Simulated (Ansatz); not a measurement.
## Be, bcc: geometry optimisation

The calculation used DFT, LDA (PW92), plane waves (420 eV) with PAW, scalar-relativistic in Ansatz 0.2.0. (PAW data from PBE, frozen cores regenerated.)

k-point mesh 17×17×17, Fermi-Dirac smearing 0.1 eV, no spin polarisation. Cell and atoms relax.

Starting structure:

```yaml
crystal:
  lattice:
    - [-1.2658080948, 1.2658080948, 1.2658080948]
    - [1.2658080948, -1.2658080948, 1.2658080948]
    - [1.2658080948, 1.2658080948, -1.2658080948]
  atoms:
    - { symbol: Be, position: [0.0, 0.0, 0.0] }
hamiltonian:
  xc: lda
  pseudopotentials:
    kind: paw
    azcp:
      Be: "pseudopotentials/Be.paw.azcp"
basis:
  ecutwfc: 420
  fft_grid_basis: typed
kpoints:
  mp_grid: { grid: [17, 17, 17], shift: [0, 0, 0] }
magnetization:
  spin_polarized: false
scf:
  occupations: { method: fermi_dirac, width: 0.1 }
relax:
  max_steps: 60
  f_tol: 0.01
  cell: {}
output:
  write_density: true
  write_potential: true
  elf: true
  volumetric_format: npy
```

Question: What cell does the relaxation end in?

Answer: Im-3m with a = 2.462 Å; 7.47 Å³ per atom against 8.11 at the start (-8.0 %).

Question: How much energy does the relaxation gain?

Answer: 20.6 meV per atom.

Path of the relaxation (the plane waves are chosen anew near the end, which can shift the energy a little):

| step | E − E(final) (meV/atom) | V (Å³/atom) | P (GPa) | max force (eV/Å) |
| --- | --- | --- | --- | --- |
| 0 | 20.65 | 8.113 | -9.59 | 0.000 |
| 1 | 4.09 | 7.744 | -4.58 | 0.000 |
| 2 | 0.00 | 7.435 | 0.53 | 0.000 |
| 3 | -0.05 | 7.466 | -0.02 | 0.000 |
| 4 | 0.00 | 7.466 | -0.04 | 0.000 |
